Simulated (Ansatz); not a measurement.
A relaxation computed with Ansatz, from input to last step.

```yaml
crystal:
  lattice:
    - [4.764215251, 0.0, 0.0]
    - [-2.3821076255, 4.1259314364, 0.0]
    - [0.0, 0.0, 4.4785666904]
  atoms:
    - { symbol: Mg, position: [0.0, 0.0, 0.5] }
    - { symbol: Pd, position: [0.6642583714, 0.6642583714, 0.0] }
    - { symbol: Pd, position: [0.3333333333, 0.6666666667, 0.5] }
    - { symbol: Pd, position: [0.0, 0.3357416286, 0.0] }
    - { symbol: Pd, position: [0.3357416286, 0.0, 0.0] }
    - { symbol: Pd, position: [0.6666666667, 0.3333333333, 0.5] }
basis:
  ecutwfc: 500
kpoints:
  mp_grid: { grid: [9, 9, 8] }
hamiltonian:
  xc: r2scan
scf:
  occupations: { method: gaussian, width: 0.1 }
output:
  forces: true
  stress: true
  eigenvalues: true
  write_density: true
  write_potential: true
  elf: true
  volumetric_format: npy
relax:
  adjacent_minimum: "off"
  f_tol: 0.01
  max_steps: 30
  cell: { stress_tol: 0.1, fix: [volume] }
```

```bash
ansatz run input.yaml --threads 1 --pin off --max-ram 2560MiB --backend cpu --events-out ev --progress --plain --runs-dir out
```

All numbers below come from Ansatz 0.2.0, DFT r2SCAN, scalar-relativistic, plane waves, PAW.

The volume is held at 0.97 times that of the relaxed cell.

Of 3 frames 3 are shown, positions in Å and forces in eV/Å; the SCF threshold varies from step to step. Steps run on the plane waves of an earlier cell, with a Pulay correction in the pressure. The basis is chosen afresh for the last frame, the zero of the energies, and at times for earlier ones too; energy and pressure step there, also at an unchanged geometry.

```xyz
6
Lattice="4.7642 0.0000 0.0000 -2.3821 4.1259 0.0000 0.0000 0.0000 4.4786" Properties=species:S:1:pos:R:3:forces:R:3 pbc="T T T" step=1 free_energy_over_end_meV_per_atom=0.05 pressure_GPa=5.14
Mg    0.0000    0.0000    2.2393    0.0000    0.0000    0.0000
Pd    1.5823    2.7407    0.0000    0.0231    0.0400    0.0000
Pd    0.0000    2.7506    2.2393    0.0000    0.0000    0.0000
Pd   -0.7998    1.3852    0.0000    0.0231   -0.0400    0.0000
Pd    1.5995    0.0000    0.0000   -0.0462    0.0000    0.0000
Pd    2.3821    1.3753    2.2393    0.0000    0.0000    0.0000
6
Lattice="4.7635 0.0000 0.0000 -2.3817 4.1253 0.0000 0.0000 0.0000 4.4800" Properties=species:S:1:pos:R:3:forces:R:3 pbc="T T T" step=2 free_energy_over_end_meV_per_atom=0.00 pressure_GPa=5.10
Mg    0.0000    0.0000    2.2400    0.0000    0.0000    0.0000
Pd    1.5843    2.7441    0.0000   -0.0017   -0.0030    0.0000
Pd    0.0000    2.7502    2.2400    0.0000    0.0000    0.0000
Pd   -0.7974    1.3812    0.0000   -0.0017    0.0030    0.0000
Pd    1.5949    0.0000    0.0000    0.0035    0.0000    0.0000
Pd    2.3817    1.3751    2.2400    0.0000    0.0000    0.0000
6
Lattice="4.7635 0.0000 0.0000 -2.3817 4.1253 0.0000 0.0000 0.0000 4.4800" Properties=species:S:1:pos:R:3:forces:R:3 pbc="T T T" step=3 free_energy_over_end_meV_per_atom=0.00 pressure_GPa=5.10
Mg    0.0000    0.0000    2.2400    0.0000    0.0000    0.0000
Pd    1.5843    2.7441    0.0000   -0.0019   -0.0033    0.0000
Pd    0.0000    2.7502    2.2400    0.0000    0.0000    0.0000
Pd   -0.7974    1.3812    0.0000   -0.0019    0.0033    0.0000
Pd    1.5949    0.0000    0.0000    0.0038    0.0000    0.0000
Pd    2.3817    1.3751    2.2400    0.0000    0.0000    0.0000
```

It took 3.4 min on 1 thread of Arm Neoverse V2, with other jobs on the host, peak memory 0.66 GiB.